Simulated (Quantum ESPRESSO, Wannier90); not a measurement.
## Wannierisation of BN (zinc blende)

Structure: Materials Project mp-1639, symmetrised, not relaxed again. COD (Crystallography Open Database) has the formula in 3 space groups, this one among them (matched by group alone). Level: LDA, no spin polarisation, no spin-orbit coupling; pw.x of Quantum ESPRESSO at 68 Ry with PseudoDojo potentials, 12×12×12 k-points, Wannier90. Density: 14×14×14 mesh, cold smearing 0.01 Ry.

Input w.win:

```
num_bands = 15
num_wann = 8
num_iter = 0
conv_tol = 1.0e-6
conv_window = 4
dis_num_iter = 1000
dis_conv_tol = 1.0e-6
dis_froz_max = 16.67
write_hr = true
write_u_matrices = true
begin projections
B: s;p
N: s;p
end projections
begin unit_cell_cart
ang
    0.0000000000    1.8130000000    1.8130000000
    1.8130000000    0.0000000000    1.8130000000
    1.8130000000    1.8130000000    0.0000000000
end unit_cell_cart
begin atoms_frac
B    0.0000000000  0.0000000000  0.0000000000
N    0.2500000000  0.2500000000  0.2500000000
end atoms_frac
mp_grid = 12 12 12
begin kpoints
0.0000000000 0.0000000000 0.0000000000
0.0000000000 0.0000000000 0.0833333333
0.0000000000 0.0000000000 0.1666666667
... (1725 more lines: the 12x12x12 mesh through Gamma)
end kpoints
```

On the energy scale of pw.x, whose zero is arbitrary, the valence-band maximum lies at 10.77 eV. Lines of w_hr.dat (R1 R2 R3 m n Re Im, eV) for R = 0 and one of the shortest lattice vectors, rounded to 0.01 eV, lines under 0.02 eV left out; orbitals in order: B1 s, B1 pz, B1 px, B1 py, N2 s, N2 pz, N2 px, N2 py.

```
    0    0    0    1    1    18.11     0.00
    0    0    0    5    1    -3.29     0.00
    0    0    0    6    1     2.54     0.00
    0    0    0    7    1     2.54     0.00
    0    0    0    8    1     2.54     0.00
    0    0    0    2    2    17.62     0.00
    0    0    0    5    2    -3.13     0.00
    0    0    0    6    2     0.38     0.00
    0    0    0    7    2     2.54     0.00
    0    0    0    8    2     2.54     0.00
    0    0    0    3    3    17.62     0.00
    0    0    0    5    3    -3.13     0.00
    0    0    0    6    3     2.54     0.00
    0    0    0    7    3     0.38     0.00
    0    0    0    8    3     2.54     0.00
    0    0    0    4    4    17.62     0.00
    0    0    0    5    4    -3.13     0.00
    0    0    0    6    4     2.54     0.00
    0    0    0    7    4     2.54     0.00
    0    0    0    8    4     0.38     0.00
    0    0    0    1    5    -3.29     0.00
    0    0    0    2    5    -3.13     0.00
    0    0    0    3    5    -3.13     0.00
    0    0    0    4    5    -3.13     0.00
    0    0    0    5    5     3.93     0.00
    0    0    0    1    6     2.54     0.00
    0    0    0    2    6     0.38     0.00
    0    0    0    3    6     2.54     0.00
    0    0    0    4    6     2.54     0.00
    0    0    0    6    6    11.01     0.00
    0    0    0    1    7     2.54     0.00
    0    0    0    2    7     2.54     0.00
    0    0    0    3    7     0.38     0.00
    0    0    0    4    7     2.54     0.00
    0    0    0    7    7    11.01     0.00
    0    0    0    1    8     2.54     0.00
    0    0    0    2    8     2.54     0.00
    0    0    0    3    8     2.54     0.00
    0    0    0    4    8     0.38     0.00
    0    0    0    8    8    11.01     0.00
   -1    0    0    1    1    -0.35     0.00
   -1    0    0    2    1     0.31     0.00
   -1    0    0    3    1    -0.29     0.00
   -1    0    0    4    1     0.31     0.00
   -1    0    0    5    1    -0.08     0.00
   -1    0    0    6    1     0.11     0.00
   -1    0    0    8    1     0.11     0.00
   -1    0    0    1    2    -0.31     0.00
   -1    0    0    2    2     0.58     0.00
   -1    0    0    3    2     0.05     0.00
   -1    0    0    4    2     0.39     0.00
   -1    0    0    5    2    -0.15     0.00
   -1    0    0    6    2     0.10     0.00
   -1    0    0    7    2     0.06     0.00
   -1    0    0    8    2     0.11     0.00
   -1    0    0    1    3    -0.29     0.00
   -1    0    0    2    3    -0.05     0.00
   -1    0    0    3    3    -0.92     0.00
   -1    0    0    4    3    -0.05     0.00
   -1    0    0    5    3     0.12     0.00
   -1    0    0    7    3    -0.07     0.00
   -1    0    0    1    4    -0.31     0.00
   -1    0    0    2    4     0.39     0.00
   -1    0    0    3    4     0.05     0.00
   -1    0    0    4    4     0.58     0.00
   -1    0    0    5    4    -0.15     0.00
   -1    0    0    6    4     0.11     0.00
   -1    0    0    7    4     0.06     0.00
   -1    0    0    8    4     0.10     0.00
   -1    0    0    1    5    -3.29     0.00
   -1    0    0    2    5     3.13     0.00
   -1    0    0    3    5    -3.13     0.00
   -1    0    0    4    5     3.13     0.00
   -1    0    0    5    5    -0.24     0.00
   -1    0    0    6    5     0.21     0.00
   -1    0    0    7    5     0.36     0.00
   -1    0    0    8    5     0.21     0.00
   -1    0    0    1    6    -2.54     0.00
   -1    0    0    2    6     0.38     0.00
   -1    0    0    3    6    -2.54     0.00
   -1    0    0    4    6     2.54     0.00
   -1    0    0    5    6    -0.21     0.00
   -1    0    0    6    6     0.32     0.00
   -1    0    0    7    6     0.07     0.00
   -1    0    0    8    6     0.29     0.00
   -1    0    0    1    7     2.54     0.00
   -1    0    0    2    7    -2.54     0.00
   -1    0    0    3    7     0.38     0.00
   -1    0    0    4    7    -2.54     0.00
   -1    0    0    5    7     0.36     0.00
   -1    0    0    6    7    -0.07     0.00
   -1    0    0    7    7    -0.53     0.00
   -1    0    0    8    7    -0.07     0.00
   -1    0    0    1    8    -2.54     0.00
   -1    0    0    2    8     2.54     0.00
   -1    0    0    3    8    -2.54     0.00
   -1    0    0    4    8     0.38     0.00
   -1    0    0    5    8    -0.21     0.00
   -1    0    0    6    8     0.29     0.00
   -1    0    0    7    8     0.07     0.00
   -1    0    0    8    8     0.32     0.00
```
